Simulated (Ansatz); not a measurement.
C in space group C2/m (No. 12; C on 4i, C on 4i, C on 4i, C on 4i) at seven volumes, PBEsol in the plane-wave PAW code Ansatz, shape and atoms relaxed at each. One row is withheld.

```json
[
 {"V (Å³/atom)": "5.349", "P (GPa)": "46.58"},
 {"V (Å³/atom)": "5.525", "P (GPa)": "28.81"},
 {"V (Å³/atom)": "5.702", "P (GPa)": "?"},
 {"V (Å³/atom)": "5.878", "P (GPa)": "-0.01"},
 {"V (Å³/atom)": "6.054", "P (GPa)": "-11.65"},
 {"V (Å³/atom)": "6.231", "P (GPa)": "-21.75"},
 {"V (Å³/atom)": "6.407", "P (GPa)": "-30.52"}
]
```

### Question
Fit the shown pressures and predict the withheld one.

### Answer
Third-order Birch–Murnaghan: P = (3/2)B₀(x^(7/2) − x^(5/2))[1 + (3/4)(B′ − 4)(x − 1)] with x = (V₀/V)^(2/3). Least squares on the six rows gives V₀ = 5.878 Å³/atom, B₀ = 415.3 GPa, B′ = 3.70. At V = 5.702, x = 1.0205 and P = 13.35 GPa. The run itself gave 13.39 GPa.

The start of the workflow was typed in or built on a structure type; the Crystallography Open Database copy checked does not list it. It is not the phase usual at ambient conditions (space group No. 194, 227). Symmetry was held in the PBEsol relaxation; whether a distortion lowers the energy is not shown.

Potentials: the earlier of the program's two PAW sets. The files were generated under PBE; for other functionals the program regenerates the frozen cores, and for LDA and PBEsol the local potential too.
